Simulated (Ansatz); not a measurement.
MoS2 at a changed volume — ³³S NMR of the central transition

Cell: a COD entry, relaxed with PBE at fixed cell and then changed (volume scaled by 0.94, ions relaxed).

Space group P6_3/mmc (No. 194); a = 3.0759, c = 12.2742 Å, γ = 120.00°.

| site | Wyckoff | site symmetry | x | y | z |
| --- | --- | --- | --- | --- | --- |
| Mo | 2c | -6m2 | 0.3333 | 0.6667 | 0.2500 |
| S | 4f | 3m. | 0.3333 | 0.6667 | 0.6203 |

One atom of each set is listed.

The numbers come from a DFT calculation in Ansatz (PBE, plane waves and PAW, scalar-relativistic, collinear spin, 420 eV cutoff, Γ-centred 16×16×4 k-points, Fermi–Dirac smearing 0.02 eV). Start moments as typed (μB): 2 on each Mo, none on the rest.

³³S has I = 3/2 and Q = -69.40 mb (Pyykkö 2018); at 11.7 T its Larmor frequency is ν₀ = 38.3 MHz. Only the quadrupole interaction is simulated: positions count from each site's isotropic chemical shift, and shift anisotropy, dipolar and J coupling are left out.

**Question.** What does the ³³S spectrum (static powder) show for each site?

**Answer.** 

| site | first shell | C_Q (MHz) | η | P_Q (MHz) | δ_QIS (ppm) | breadth (kHz) |
| --- | --- | --- | --- | --- | --- | --- |
| S | 3 Mo at 2.39 Å | 7.94 | 0.00 | 7.94 | -1075 | 214 |

δ_QIS = −(ν_Q²/30ν₀²)[I(I+1) − 3/4](1 + η²/3) × 10⁶ ppm with ν_Q = 3|C_Q|/[2I(2I−1)]; it falls as 1/B₀² in ppm, and the breadth as 1/B₀ in kHz.

An axis of threefold or higher order runs through S, so V_zz lies along it and η is zero.

Without spin–orbit coupling (the program notes it for Mo) the gradients can shift somewhat, as the gap is small. At this changed cell the PBE pressure is 9 GPa. The start moments die out, and the run ends without spin.

The relaxation (4 steps) took 33 s of wall time (33 s of CPU time) and 0.86 GiB at its peak, on 1 thread of AMD EPYC 9R45 (Zen 5) (x86_64; 16 cores open to the job, memory cap 3.0 GiB, no GPU), a shared host with a load of 0.3 a core.
